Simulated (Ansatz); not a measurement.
Generalised stacking fault of ZrC (rock salt) on the {100} plane. The cell below holds the perfect crystal with the plane normal along z; tilting its third vector by the shift puts one fault into each cell, between planes 2.35 Å apart, at fixed cell height.

```xyz
6
Lattice="3.3296 0.0000 0.0000 0.0000 3.3296 0.0000 1.6648 1.6648 7.0631" Properties=species:S:1:pos:R:3 pbc="T T T"
C      1.3873     1.3873     5.8859
C      1.3873     1.3873     1.1772
C      3.0521     3.0521     3.5316
Zr     3.0521     3.0521     1.1772
Zr     1.3873     1.3873     3.5316
Zr     3.0521     3.0521     5.8859
```

In-plane vectors a = (3.330, 0.000) Å, b = (0.000, 3.330) Å, area 11.09 Å². The shift is s times the vector a (length 3.330 Å), so s = 1 restores the start. The shift is rigid: no atom relaxes. γ = [E(shift) − E(0)] / area.

The numbers are results of PBE (plane waves to 420 eV, PAW, scalar-relativistic; Ansatz, an electronic-structure program), not measurements. k mesh 12×12×12 (Γ-centred), Fermi-Dirac smearing 0.05 eV. E is the zero-smearing estimate. With partly filled bands, the k mesh leaves noise in γ, roughly 0.02 J/m² as judged from a few cases. Faults lie only 7.1 Å apart, and holding the cell height and the atoms raises γ above its relaxed value. ZrC is run without spin polarisation. ZrC was relaxed with its symmetry unable to fall. γ is measured from zero shift. The last digit holds for this mesh only.

```
s      γ (J/m²)
-----  --------
0.000      0.00
0.083      0.27
0.167      0.98
0.250      1.87
0.333      2.66
0.417  withheld
0.500      3.34
0.583  withheld
0.667      2.66
0.750      1.87
0.833      0.98
0.917      0.27
```

### Question
Fit a Fourier form (three harmonics of 1 − cos and sin) to the given rows and predict γ at s = 0.417.

### Answer
Least squares on the 10 given rows: γ = (1.673)·[1 − cos(2πs)] + (0.100)·[1 − cos(4πs)], in J/m²; root-mean-square residual 0.004 J/m². At 0.417 the fit gives 3.17 J/m²; the calculation gives 3.18 J/m², so the interpolation is off by -0.01 (-0.3 %). 

(The slope of γ gives the shear force per area between the displaced halves; near zero shift its curvature is an elastic stiffness.)
